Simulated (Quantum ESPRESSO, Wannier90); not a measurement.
## Wannierisation of ZrO₂ (fluorite)

```xyz
3
Lattice="0.0000 2.5451 2.5451 2.5451 0.0000 2.5451 2.5451 2.5451 0.0000" Properties=species:S:1:pos:R:3 pbc="T T T"
Zr     0.0000     0.0000     0.0000
O      1.2725     1.2725     1.2725
O     -1.2725    -1.2725    -1.2725
```

Cell from Materials Project (mp-1565), symmetrised, no further relaxation. COD (Crystallography Open Database) records the formula in this space group. Ideal cubic forms of this type are often high-temperature phases that distort on cooling; symmetry holds the cell here, and its stability was not tested. Method: PBEsol plane waves in Quantum ESPRESSO 7.5 (PseudoDojo norm-conserving files, 68 Ry, spinors with spin-orbit coupling), Bloch states on a 8×8×8 mesh through Γ, Wannier90 4.0.1. Density: 10×10×10 mesh, cold smearing 0.01 Ry.

A tight-binding model is made by disentanglement and projection with no localisation steps (num_iter = 0), so the 22 orbitals stay atom-like: hydrogen-like Zr: d; O: p, axes along x, y, z; frozen window up to 4.79 eV relative to the valence-band maximum. It follows pw.x to 0.3 meV rms for states up to 4.3 eV relative to the valence-band maximum. Matrix elements depend on this choice of orbitals and windows.

**Question.** What are the on-site energies relative to the valence-band maximum, and how fast do the hoppings decay?

**Answer.** 
```
atom                       orbitals  energy (eV)
----  -----------------------------  -----------
Zr1       dz2↑ dz2↓ dx2-y2↑ dx2-y2↓         3.59
Zr1   dxz↑ dxz↓ dyz↑ dyz↓ dxy↑ dxy↓         5.72
O2          pz↑ pz↓ px↑ px↓ py↑ py↓        -1.65
O3          pz↑ pz↓ px↑ px↓ py↑ py↓        -1.65
```

| distance of the centres (Å) | largest modulus (eV) |
|---|---|
| 2–3 | 1.1 |
| 3–4 | 0.16 |
| 4–5 | 0.047 |
| 5–6 | 0.048 |
| 6–7 | 0.018 |
| 7–8 | 0.0045 |
| 8–9 | 0.0036 |
| 9–10 | 0.0014 |
| 10–11 | 0.0014 |
